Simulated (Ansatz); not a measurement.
Problem. Bulk modulus by a P(V) fit from LDA minus that from PBEsol (% of the latter), each on its own relaxed cell (Ansatz, a quantum-chemistry and plane-wave program, plane waves, PAW; no spin–orbit coupling, no Hubbard U), over 16 phases of the class «elements»: what sign and size do you expect?

Solution. Mean 14 %, median 10 %, mean absolute 14 %; eight in ten lie between 4 and 17 %, and 100 % are above zero.

Some cases that may be named, with their rank among the 16 from the lowest: Al, bcc (W type) 1 % (rank 1); Re, 9R (Sm type) 3 % (rank 2); Ga, α-Ga 10 % (rank 8); Li, hcp (Mg type) 10 % (rank 9); Ag, bcc (W type) 18 % (rank 15); I, molecular I2 type 80 % (rank 16).

The phases are those computed here (of each formula those with measured values and the lowest at some level), not a balanced benchmark, and neither functional is the truth. Pairs that end in unlike spin orders or unlike minima (c/a over 6 % apart, 30 % for weakly bound crystals), magnets with 4f shells, solids of gases and phases set aside for tests are left out.

1 hold 4f electrons in the valence, where a lower state may exist. 1 are weakly bound layers, chains or molecules.

Not the usual ambient phase: Al, bcc (W type); Re, 9R (Sm type); Li, hcp (Mg type); Ag, bcc (W type). Weakly bound layers, chains or molecules computed without a dispersion correction, so cells and soft constants are ill determined: I, molecular I2 type with LDA; I, molecular I2 type with PBEsol. Unstable at this level: Al, bcc (W type) with LDA; Al, bcc (W type) with PBEsol; Ag, bcc (W type) with LDA; Ag, bcc (W type) with PBEsol. All cells were relaxed under the symmetry of their starts (and spin orders); stability against distortions was not tested throughout. Named crystals with no word on spin ran without spin polarisation. Scalar-relativistic: spin–orbit coupling is off unless named, which matters more the heavier the elements.

Potentials: the later of the program's two PAW sets.

Ansatz is a plane-wave DFT program.
